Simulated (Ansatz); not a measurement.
InSb in space group P6_3mc (No. 186; In on 2b, Sb on 2b, In on 2a, Sb on 2a) at seven volumes, r²SCAN in the plane-wave PAW code Ansatz, shape and atoms relaxed at each. One row is withheld.

```json
[
 {"V (Å³/atom)": "32.045", "P (GPa)": "5.13"},
 {"V (Å³/atom)": "33.101", "P (GPa)": "3.11"},
 {"V (Å³/atom)": "34.158", "P (GPa)": "1.42"},
 {"V (Å³/atom)": "35.214", "P (GPa)": "0.00"},
 {"V (Å³/atom)": "36.271", "P (GPa)": "?"},
 {"V (Å³/atom)": "37.327", "P (GPa)": "-2.19"},
 {"V (Å³/atom)": "38.384", "P (GPa)": "-3.04"}
]
```

Q: Fit the shown pressures and predict the withheld one.

A: P = (3/2)B₀(x^(7/2) − x^(5/2))[1 + (3/4)(B′ − 4)(x − 1)] with x = (V₀/V)^(2/3). Least squares on the six rows gives V₀ = 35.215 Å³/atom, B₀ = 43.3 GPa, B′ = 4.81. At V = 36.271, x = 0.9805 and P = -1.19 GPa. The run itself gave -1.19 GPa.

The start of the workflow was typed in or built on a structure type; neither database checked (COD, Materials Project) lists it. It is not the phase usual at ambient conditions (space group No. 216). The cell was relaxed with r²SCAN under the symmetry of its start; its stability against distortions is not shown here. Spin–orbit coupling is left out wherever it is not named.

Potentials: the later of the program's two PAW sets.
